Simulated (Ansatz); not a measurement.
### Question
Y (diamond, Fd-3m) is relaxed with PBE in the plane-wave PAW code Ansatz. What lattice parameters of the conventional cell result?

### Answer
a = 7.042 Å.

The start of the workflow was typed in or built on a structure type; neither database checked (COD, Materials Project) lists it. It is not the phase usual at ambient conditions (space group No. 194). The PBE relaxation kept the symmetry of its start; its stability against distortions is not shown here. The run is not spin-polarised. The volume moved by -17 % from the start of the relaxation.

Potentials: the earlier of the program's two PAW sets.
